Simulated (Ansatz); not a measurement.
Here is the system:

Al$_{3}$BC$_{3}$:
```yaml
crystal:
  lattice:
    - [5.90097, 0.00000, 0.00000]
    - [-2.95048, 5.11039, 0.00000]
    - [0.00000, 0.00000, 15.86180]
  atoms:
    - { symbol: Al, position: [0.00000, 0.32055, 0.62271] }
    - { symbol: Al, position: [0.67945, 0.00000, 0.12271] }
    - { symbol: Al, position: [0.67945, 0.67945, 0.62271] }
    - { symbol: Al, position: [0.00000, 0.67945, 0.12271] }
    - { symbol: Al, position: [0.32055, 0.00000, 0.62271] }
    - { symbol: Al, position: [0.32055, 0.32055, 0.12271] }
    - { symbol: Al, position: [0.34680, 0.34680, 0.37770] }
    - { symbol: Al, position: [0.00000, 0.34680, 0.87770] }
    - { symbol: Al, position: [0.65320, 0.00000, 0.37770] }
    - { symbol: Al, position: [0.65320, 0.65320, 0.87770] }
    - { symbol: Al, position: [0.00000, 0.65320, 0.37770] }
    - { symbol: Al, position: [0.34680, 0.00000, 0.87770] }
    - { symbol: Al, position: [0.66667, 0.33333, 0.23902] }
    - { symbol: Al, position: [0.33333, 0.66667, 0.73902] }
    - { symbol: Al, position: [0.33333, 0.66667, 0.23902] }
    - { symbol: Al, position: [0.66667, 0.33333, 0.73902] }
    - { symbol: Al, position: [0.00000, 0.00000, 0.76622] }
    - { symbol: Al, position: [0.00000, 0.00000, 0.26622] }
    - { symbol: B, position: [0.00000, 0.00000, 0.99046] }
    - { symbol: B, position: [0.00000, 0.00000, 0.49046] }
    - { symbol: B, position: [0.33333, 0.66667, 0.00615] }
    - { symbol: B, position: [0.66667, 0.33333, 0.50615] }
    - { symbol: B, position: [0.66667, 0.33333, 0.00615] }
    - { symbol: B, position: [0.33333, 0.66667, 0.50615] }
    - { symbol: C, position: [0.00000, 0.00000, 0.90028] }
    - { symbol: C, position: [0.00000, 0.00000, 0.40028] }
    - { symbol: C, position: [0.33333, 0.66667, 0.09702] }
    - { symbol: C, position: [0.66667, 0.33333, 0.59702] }
    - { symbol: C, position: [0.66667, 0.33333, 0.09702] }
    - { symbol: C, position: [0.33333, 0.66667, 0.59702] }
    - { symbol: C, position: [0.66693, 0.66693, 0.75014] }
    - { symbol: C, position: [0.00000, 0.66693, 0.25014] }
    - { symbol: C, position: [0.33307, 0.00000, 0.75014] }
    - { symbol: C, position: [0.33307, 0.33307, 0.25014] }
    - { symbol: C, position: [0.00000, 0.33307, 0.75014] }
    - { symbol: C, position: [0.66693, 0.00000, 0.25014] }
    - { symbol: C, position: [0.00000, 0.00000, 0.08143] }
    - { symbol: C, position: [0.00000, 0.00000, 0.58143] }
    - { symbol: C, position: [0.33333, 0.66667, 0.91538] }
    - { symbol: C, position: [0.66667, 0.33333, 0.41538] }
    - { symbol: C, position: [0.66667, 0.33333, 0.91538] }
    - { symbol: C, position: [0.33333, 0.66667, 0.41538] }
```

This is the PBEsol-relaxed structure. Cartesian axes are those of the cell as given.

Task: All from DFT-PBEsol in the program Ansatz with PAW potentials, unless another level is named. Predict the Debye temperature from the elastic constants.

Result: 668 K.

Task: And the elastic constants (relaxed ions, GPa)?

Result: C11 = 284, C12 = 111, C13 = 60.6, C33 = 356, C44 = 18.7.

Space group P6_3cm. The first step of the workflow began from a Materials Project structure, measured or hypothetical; the Crystallography Open Database copy checked does not list it. Its standing as an ambient phase is unchecked. The PBEsol relaxation kept the symmetry of its start; whether a distortion lowers the energy is not shown.

Potentials: the earlier of the program's two PAW sets. The files were generated under PBE; for other functionals the program regenerates the frozen cores, and for LDA and PBEsol the local potential too.
